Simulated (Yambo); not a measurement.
Yambo run on BN (space group P6_3/mmc, No. 194). The wavefunctions are PBEsol (Quantum ESPRESSO, PseudoDojo norm-conserving, 84 Ry, without SOC) ones on a 6×6×2 mesh (8 occupied bands); a = b = 2.505 Å, c = 6.610 Å, α = β = 90.00°, γ = 120.00°.

Yambo input:

```
rim_cut
gw0
dyson
el_el_corr
HF_and_locXC
ppa
em1d
RandQpts= 1000000
RandGvec= 1 Ry
EXXRLvcs= 84 Ry
VXCRLvcs= 336 Ry
Chimod= "HARTREE"
% BndsRnXp
 1 | 95 |
%
NGsBlkXp= 10 Ry
% LongDrXp
 1.0 | 1.0 | 1.0 |
%
PPAPntXp= 27.2114 eV
% GbndRnge
 1 | 33 |
%
GTermKind= "none"
DysSolver= "n"
ExtendOut
% QPkrange
 7 | 7 | 9 | 9 |
 14 | 14 | 8 | 9 |
%
```

k points by index: 7 = M, 14 = H.

The o-*.qp file then holds:

```
#    K-point    Band    Eo [eV]    E [eV]    E-Eo [eV]    Vxc [eV]    Vnlxc [eV]    Sc|Eo [eV]    Sc|E [eV]    dSc/dw|Eo [eV]    Re(Z)    Im(Z)
#
    7    9    4.188800    5.340684    1.151884    -10.41585    -5.409999    -3.638323    -3.853970    -5.093928    0.842318    -0.934707E-3
    14    8    0.000000    -0.224763    -0.224763    -16.46999    -19.83417    3.086577    3.139413    -6.394396    0.809722    -0.001099
    14    9    4.594465    5.870052    1.275586    -11.02104    -5.691081    -3.801848    -4.054374    -5.386608    0.834755    -0.001002
```
(The two width columns are left out.) Convergence of these settings isn't established.

Geometry relaxed with PBE+D3(BJ).
